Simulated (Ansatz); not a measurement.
Below is a relaxed structure of Tm2I3. The cell was found from a structure generator's guess, not taken from experiment.

Level of theory: DFT PBE, scalar-relativistic, plane waves, PAW, and for the lanthanide a 4f-in-core norm-conserving potential, in Ansatz. Cutoff 690 eV, Γ-centred mesh, Gaussian smearing, no spin polarisation.

```cif
data_structure
_symmetry_space_group_name_H-M 'P 1'
_symmetry_Int_Tables_number 1
_cell_length_a 10.1900
_cell_length_b 10.1900
_cell_length_c 3.8502
_cell_angle_alpha 90.000
_cell_angle_beta 90.000
_cell_angle_gamma 120.000
_cell_volume 346.23
loop_
_atom_site_label
_atom_site_type_symbol
_atom_site_fract_x
_atom_site_fract_y
_atom_site_fract_z
_atom_site_occupancy
Tm1 Tm 0.33333 0.66667 0.00000 1
Tm2 Tm 0.66667 0.33333 0.00000 1
I1 I 0.50000 0.00000 0.00000 1
I2 I 0.00000 0.50000 0.00000 1
I3 I 0.50000 0.50000 0.00000 1
```

The zero of energy is the elements' standard structures at the same level; no fitted shifts are applied.

(1) Find its symmetry and describe it.

(2) How far does it lie from the elements in energy?

(3) Is it a metal?

## Answers

(1) P6/mmm (No. 191). Conventional cell: a = 10.190 Å, c = 3.850 Å. Tm is surrounded by 3 I at 2.94 Å; I is surrounded by 2 Tm at 2.94 Å.

(2) −0.47 eV/atom. A negative formation energy is needed for stability but isn't enough: competing phases decide.

(3) Yes, bands cross the Fermi level on the 6×6×10 mesh.

The last run used a 6×6×10 mesh (in the run's order of axes) for its 5-atom cell and Gaussian smearing of 0.10 eV. These runs have no spin–orbit coupling, which can matter for I. An odd number of valence electrons (the lanthanide is held trivalent, its 4f shell in the core) allows no gap without spin; another valence of the lanthanide, a larger cell or a magnetic state could open one. The cell is a metal run without spin; a magnetic state may lie lower. The reference form of I is held partly by dispersion forces, which this level lacks. Symmetry constrained the relaxation, so the result can be a saddle point.

The lanthanide is trivalent by construction, without f bands, f moments or other valences. The reference runs of the other elements, and any phases without the lanthanide, used 420 eV, which shifts energies against them by under 10 meV/atom. The lanthanide's reference is the lowest of its hcp, dhcp and fcc cells.
